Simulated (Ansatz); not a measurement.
Structures of CsGa: which is lowest?

Plane-wave DFT in Ansatz with scalar-relativistic PAW potentials, cutoff 420 eV, Γ-centred meshes chosen by cell and gap, Gaussian smearing with energies taken to zero width. Every cell was relaxed (cell and atoms) in a run of its own, within the symmetry of its start. Functional: PBE.

Relaxed structures (starts from databases or built by putting these elements on another compound's sites):
A. Pm-3m, 2 atoms in the computed cell, a = 4.436 Å; sites (symmetry × multiplicity) Cs m-3m × 1, Ga m-3m × 1; start: built
B. P4/mmm, 2 atoms in the computed cell, a = 4.438 Å, c = 4.460 Å; sites (symmetry × multiplicity) Cs 4/mmm × 1, Ga 4/mmm × 1; start: built
C. Fd-3m, 4 atoms in the computed cell, a = 8.402 Å; sites (symmetry × multiplicity) Cs -43m × 8, Ga -43m × 8; start: built

Problem. Rank them by energy. Could pressure change the order?

Solution.
```csv
structure,group,E − E(lowest) (meV/atom),V (Å³/atom),gap on mesh (eV)
C,Fd-3m,0.0,37.07,0.00
A,Pm-3m,121,43.66,0.00
B,P4/mmm,121,43.93,0.00
```

C is lowest, 121 meV/atom under A. The lowest is also the densest of these, so pressure wouldn't bring one of the others in at first order. Other structures may lie lower than all of these, and vibrations aren't counted.

Spin-orbit coupling is left out, which matters for the bands of heavy elements.